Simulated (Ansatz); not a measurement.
**Equation of state of lanthanum, omega (AlB2-type)**

Theory: Ansatz 0.2.0, DFT, r2SCAN, plane waves (500 eV) with PAW, scalar-relativistic. (PAW data from PBE, frozen cores regenerated.)

The cell is scaled uniformly from the relaxed one, with fractional coordinates and shape fixed. Energies are extrapolated to zero smearing, pressures are those at the given smearing. Magnetic state: spin not included.

| V (Å³/atom) | E − E₀ (meV/atom) | P (GPa) |
| --- | --- | --- |
| 32.950 | 48.2 | 3.83 |
| 34.448 | 19.9 | 2.38 |
| 35.946 | 4.4 | 1.12 |
| 37.443 | 0.0 | 0.02 |
| 38.941 | 5.4 | -0.93 |
| 40.439 | 19.3 | -1.76 |
| 41.937 | 40.7 | -2.49 |

Task: Fit a third-order Birch-Murnaghan equation.

Result: V₀ = 37.33 Å³/atom, B₀ = 26 GPa, B₀′ = 2.4.
